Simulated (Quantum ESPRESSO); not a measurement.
**Kohn-Sham bands of CdTe (wurtzite)**

```
CdTe
1.0
    4.63327     0.00000     0.00000
   -2.31664     4.01253     0.00000
    0.00000     0.00000     7.60243
Cd Te
2 2
Direct
  0.33333   0.66667   0.00036
  0.66667   0.33333   0.50036
  0.33333   0.66667   0.37464
  0.66667   0.33333   0.87464
```

Structure: Materials Project mp-12779, symmetrised, not relaxed again. Not found in the COD (Crystallography Open Database) copy used, which has the formula in other groups; not checked further. Computed values, not measurements, from PBEsol: Quantum ESPRESSO (norm-conserving PseudoDojo potentials, cutoff 82 Ry, no spin polarisation, no spin-orbit coupling) on a Γ-centred 6×6×4 mesh, then Wannier90. Density: 12×12×4 mesh, Gaussian smearing 0.01 Ry. Spin-orbit coupling is left out although heavy elements are present.

Energies are relative to the valence-band maximum; weights are on the orthonormalised atomic waves of the pseudopotential files, averaged over the group. 72 electrons a cell are treated as valence.

**Question.** Into which isolated groups do the bands fall, where do they lie and what are they made of?

**Answer.** 
```tsv
bands	from (eV)	to (eV)	filling	weight on atomic waves
1–2	-101.97	-101.97	filled	Cd 4s 100 %
3–8	-63.06	-63.06	filled	Cd 4p 100 %
9–18	-35.96	-35.95	filled	Te 4d 100 %
19–20	-11.03	-10.54	filled	Te 5s 81 %, Cd 4d 11 %, Cd 5s 8 %
21–30	-8.14	-7.39	filled	Cd 4d 96 %
31–36	-4.28	0.00	filled	Te 5p 80 %, Cd 5s 12 %
```

The Kohn-Sham gap over both meshes and the path is 0.58 eV.
